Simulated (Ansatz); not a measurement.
MgB2:
```
CELL_PARAMETERS angstrom
     -1.33858     1.33858     4.20273
      1.33858    -1.33858     4.20273
      1.33858     1.33858    -4.20273
ATOMIC_POSITIONS crystal
  Mg 0.00000 0.00000 0.00000
  B  0.28343 0.28343 0.00000
  B  0.71657 0.71657 0.00000
```

Relaxed with PBE. Special points in fractions of this cell's reciprocal vectors: Γ (0.000, 0.000, 0.000); X (0.000, 0.000, 0.500); P (0.250, 0.250, 0.250); N (0.000, 0.500, 0.000); M (0.500, 0.500, -0.500); S (0.275, 0.725, -0.275); S0 (-0.275, 0.275, 0.275); R (-0.051, 0.051, 0.500); G (0.500, 0.500, -0.051).

List the band energies nearest the Fermi level at these points for the program Ansatz at the PBE level (PAW).

In eV from the Fermi level; about four levels below and three above (degenerate sets whole), none deeper than 8.9 eV; … stands for higher levels left out; points with the same levels are listed once.

| k | below | above |
|---|---|---|
| Γ | -5.39 -3.17 | 0.50 0.50 7.77 |
| X | -5.69 -3.61 -3.00 -0.17 | 1.97 2.00 … |
| P | -5.79 -5.79 -3.49 -3.18 | 0.08 1.69 … |
| N | -8.87 -8.86 -3.41 -1.93 | 3.84 4.86 5.00 |
| M | -8.47 | 0.44 0.44 3.72 |
| S | -8.17 -4.65 -0.28 | 3.33 4.05 5.89 |
| R | -5.79 -3.55 -2.13 -1.05 | 2.02 2.96 … |

Space group I4/mmm (MoSi2 or CaC2 type). The cell is a constructed one: a structure type filled with these elements; neither database checked (COD, Materials Project) lists it. It is not the phase usual at ambient conditions (space group No. 191). The PBE relaxation kept the symmetry of its start; whether a distortion lowers the energy is not shown.

Potentials: the later of the program's two PAW sets.
